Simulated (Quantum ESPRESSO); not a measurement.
NbHf3N3O, input and log of a self-consistent run

Simulated, not a measurement. The program is pw.x of Quantum ESPRESSO 7.5 (plane-wave density functional theory). The cell is made up: 8 atoms on a rocksalt lattice, with randomly drawn elements, strain and displacements, not relaxed. PseudoDojo standard norm-conserving files (v0.5 for PBE, v0.4.1 for LDA and PBEsol) set the functional; there is no spin polarisation, spin-orbit coupling or dispersion term, and the masses in the input are unused placeholders. A spin-polarised start on this cell or one of its family kept no moment.

The hafnium pseudopotential is less sure than the others, with forces about 3 percent (worst 6) and pressure in oxides about 1.5 GPa (worst 2.7) from a second method in checks, which no rerun with the same files tests.

Input:

```
&control calculation='scf', pseudo_dir='./dojo.nc.sr.pbe.v0_5.standard.upf', outdir='./o', disk_io='low', tprnfor=.true., tstress=.true. /
&system ibrav=0, nat=8, ntyp=4, nbnd=45, ecutwfc=84.00895049, nosym=.true., tot_charge=0,
 occupations='smearing', smearing='fd', degauss=0.0073498644
/
&electrons conv_thr=7.350e-09, electron_maxstep=60, /
ATOMIC_SPECIES
Hf 1.0 Hf.upf
N 1.0 N.upf
Nb 1.0 Nb.upf
O 1.0 O.upf
CELL_PARAMETERS angstrom
4.6667 0.004 0.027
0.004 4.5246 0.0576
0.0272 0.058 4.5857
ATOMIC_POSITIONS angstrom
Nb 0.0521 -0.0079 0.0137
Hf 0.0021 2.3345 2.2852
Hf 2.3532 0.0211 2.3104
Hf 2.3573 2.2625 0.0476
N 2.3563 -0.031 -0.0169
N 2.3558 2.3213 2.3446
O 4.6786 0.0307 2.3463
N 4.6613 2.312 0.0625
K_POINTS automatic
7 7 7 1 1 1
```

The log is shortened where brackets say so; the opening notice, blank lines, dates and the lines on written files are dropped, and the path of the files is cut. It prints rydbergs, bohrs and kilobars, and counts compression as positive stress.

```
     Program PWSCF v.7.5
     Parallel version (MPI & OpenMP), running on       4 processor cores
     Number of MPI processes:                 4
     Threads/MPI process:                     1
     [start-up lines left out]
     bravais-lattice index     =            0
     lattice parameter (alat)  =       8.8189  a.u.
     unit-cell volume          =     653.2918 (a.u.)^3
     number of atoms/cell      =            8
     number of atomic types    =            4
     number of electrons       =        70.00
     number of Kohn-Sham states=           45
     kinetic-energy cutoff     =      84.0090  Ry
     charge density cutoff     =     336.0358  Ry
     scf convergence threshold =      7.3E-09
     mixing beta               =       0.7000
     number of iterations used =            8  plain     mixing
     Exchange-correlation= PBE
                           (   1   4   3   4   0   0   0)
     [axes and pseudopotential details left out]
   Cartesian axes
     site n.     atom                  positions (alat units)
         1        Nb     tau(   1) = (   0.0111640  -0.0016928   0.0029356  )
         2        Hf     tau(   2) = (   0.0004500   0.5002379   0.4896738  )
         3        Hf     tau(   3) = (   0.5042449   0.0045213   0.4950737  )
         4        Hf     tau(   4) = (   0.5051235   0.4848097   0.0101998  )
         5        N      tau(   5) = (   0.5049092  -0.0066427  -0.0036213  )
         6        N      tau(   6) = (   0.5048020   0.4974094   0.5024021  )
         7        O      tau(   7) = (   1.0025328   0.0065784   0.5027664  )
         8        N      tau(   8) = (   0.9988258   0.4954166   0.0133925  )
     number of k points=   172  Fermi-Dirac smearing, width (Ry)=  0.0073
     Number of k-points >= 100: set verbosity='high' to print them.
     Dense  grid:    67885 G-vectors     FFT dimensions: (  54,  50,  54)
     Estimated max dynamical RAM per process >     358.61 MB
     Estimated total dynamical RAM >       1.35 GB
     Initial potential from superposition of free atoms
     starting charge      69.9921, renormalised to      70.0000
     Starting wfcs are   56 randomized atomic wfcs
     total cpu time spent up to now is        5.3 secs
     per-process dynamical memory:   317.9 Mb
     Self-consistent Calculation
     iteration #  1     ecut=    84.01 Ry     beta= 0.70
     Davidson diagonalization with overlap
     ethr =  1.00E-02,  avg # of iterations =  2.1
     total cpu time spent up to now is       15.8 secs
     total energy              =    -557.54825011 Ry
     estimated scf accuracy    <       2.79789242 Ry
     iteration #  2     ecut=    84.01 Ry     beta= 0.70
     Davidson diagonalization with overlap
     ethr =  4.00E-03,  avg # of iterations =  6.1
     total cpu time spent up to now is       30.4 secs
     total energy              =    -556.27779240 Ry
     estimated scf accuracy    <      16.95014131 Ry
     iteration #  3     ecut=    84.01 Ry     beta= 0.70
     Davidson diagonalization with overlap
     ethr =  4.00E-03,  avg # of iterations =  3.4
     total cpu time spent up to now is       42.1 secs
     total energy              =    -558.90811299 Ry
     estimated scf accuracy    <       1.86290466 Ry
     iteration #  4     ecut=    84.01 Ry     beta= 0.70
     Davidson diagonalization with overlap
     ethr =  2.66E-03,  avg # of iterations =  2.0
     total cpu time spent up to now is       51.9 secs
     total energy              =    -559.12807074 Ry
     estimated scf accuracy    <       0.09648304 Ry
     iteration #  5     ecut=    84.01 Ry     beta= 0.70
     Davidson diagonalization with overlap
     ethr =  1.38E-04,  avg # of iterations =  6.7
     total cpu time spent up to now is       66.7 secs
     total energy              =    -559.14204636 Ry
     estimated scf accuracy    <       0.05477802 Ry
     [iterations 6 to 11 left out]
     iteration # 12     ecut=    84.01 Ry     beta= 0.70
     Davidson diagonalization with overlap
     ethr =  3.62E-08,  avg # of iterations =  2.0
     total cpu time spent up to now is      148.0 secs
     total energy              =    -559.14426946 Ry
     estimated scf accuracy    <       0.00000337 Ry
     iteration # 13     ecut=    84.01 Ry     beta= 0.70
     Davidson diagonalization with overlap
     ethr =  4.81E-09,  avg # of iterations =  4.0
     total cpu time spent up to now is      159.0 secs
     total energy              =    -559.14427010 Ry
     estimated scf accuracy    <       0.00000015 Ry
     iteration # 14     ecut=    84.01 Ry     beta= 0.70
     Davidson diagonalization with overlap
     ethr =  2.21E-10,  avg # of iterations =  5.1
     total cpu time spent up to now is      172.8 secs
     total energy              =    -559.14427019 Ry
     estimated scf accuracy    <       0.00000006 Ry
     iteration # 15     ecut=    84.01 Ry     beta= 0.70
     Davidson diagonalization with overlap
     ethr =  8.04E-11,  avg # of iterations =  2.1
     total cpu time spent up to now is      182.8 secs
     total energy              =    -559.14427019 Ry
     estimated scf accuracy    <       0.00000001 Ry
     iteration # 16     ecut=    84.01 Ry     beta= 0.70
     Davidson diagonalization with overlap
     ethr =  1.86E-11,  avg # of iterations =  3.5
     total cpu time spent up to now is      194.5 secs
     End of self-consistent calculation
     Number of k-points >= 100: set verbosity='high' to print the bands.
     the Fermi energy is    18.0142 ev
!    total energy              =    -559.14427019 Ry
     estimated scf accuracy    <          3.1E-10 Ry
     smearing contrib. (-TS)   =      -0.00703339 Ry
     internal energy E=F+TS    =    -559.13723680 Ry
     The total energy is F=E-TS. E is the sum of the following terms:
     one-electron contribution =     -43.98195468 Ry
     hartree contribution      =      63.66035357 Ry
     xc contribution           =    -138.69060837 Ry
     ewald contribution        =    -440.12502732 Ry
     convergence has been achieved in  16 iterations
     Forces acting on atoms (cartesian axes, Ry/au):
     atom    1 type  3   force =    -0.00463888    0.01768972    0.00964472
     atom    2 type  1   force =     0.01290829   -0.01698529    0.01281659
     atom    3 type  1   force =    -0.00599058    0.01601783   -0.01053875
     atom    4 type  1   force =    -0.00946990   -0.00661274   -0.00214479
     atom    5 type  2   force =     0.00695583    0.01398492    0.00721235
     atom    6 type  2   force =    -0.00047810   -0.01312264   -0.00278200
     atom    7 type  4   force =    -0.00354857    0.00792127   -0.00014022
     atom    8 type  2   force =     0.00426190   -0.01889307   -0.01406791
     Total force =     0.052086     Total SCF correction =     0.000007
     Computing stress (Cartesian axis) and pressure
          total   stress  (Ry/bohr**3)                   (kbar)     P=     -103.34
  -0.00113769  -0.00001011  -0.00003781         -167.36       -1.49       -5.56
  -0.00001011  -0.00037114  -0.00010072           -1.49      -54.60      -14.82
  -0.00003781  -0.00010072  -0.00059872           -5.56      -14.82      -88.07
     init_run     :      4.98s CPU      5.18s WALL (       1 calls)
     electrons    :    188.69s CPU    189.21s WALL (       1 calls)
     forces       :      2.17s CPU      2.17s WALL (       1 calls)
     stress       :      7.74s CPU      7.75s WALL (       1 calls)
     [timing details left out]
     PWSCF        :   3m23.72s CPU   3m27.25s WALL
     JOB DONE.
```

In other units: free energy -7607.545 eV for the cell, pressure -10.33 GPa, largest force component 0.486 eV/Å. A rerun of the same cell at another strain at 1467 eV and a 9 x 9 x 9 mesh moved values by no more than 0.017 eV in energy, 0.18 GPa in stress and 0.020 eV/Å in force.